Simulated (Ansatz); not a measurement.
SnO: ¹¹⁹Sn Mössbauer parameters

Cell: a Materials Project structure (computed, not necessarily an observed phase), its atoms then relaxed with PBE in this cell.

```xyz
4
Lattice="3.8137 0.0000 0.0000 0.0000 3.8137 0.0000 0.0000 0.0000 4.8869" Properties=species:S:1:pos:R:3 pbc="T T T"
Sn    0.0000    1.9068    1.1694
Sn    1.9068    0.0000    3.7175
O     1.9068    1.9068    0.0000
O     0.0000    0.0000    0.0000
```

Sites (sets of like atoms) are named by element and the number of their first atom in this list.

All values are calculated (Ansatz; DFT, PBE, plane waves and PAW, scalar-relativistic, 420 eV cutoff, Γ-centred 9×9×7 k-points, Fermi–Dirac smearing 0.01 eV), not measured.

Isomer shifts (against SnO₂) follow from the electron density at the nucleus, δ = α(ρ − ρ₀), with α = 0.099 mm s⁻¹ a₀³ and ρ₀ = 183191.44 a₀⁻³ from a line fitted to 8 measured compounds at this level of theory (rms miss 0.12 mm/s). ΔE_Q = ½eQV_zz(1 + η²/3)^½ with Q = -0.132 b for the 23.9 keV state.

Q: Where do the absorption lines lie?

A: Sn (2 atoms a cell): δ = 2.71, |ΔE_Q| = 1.46 mm/s, a doublet at 1.98 and 3.44 mm/s.

Without spin–orbit coupling (the program notes it for Sn) the gradients can shift somewhat, as the gap is small. With a gap of 0.2 eV on this mesh, the gradients can still move by some per cent as the k-mesh gets denser.
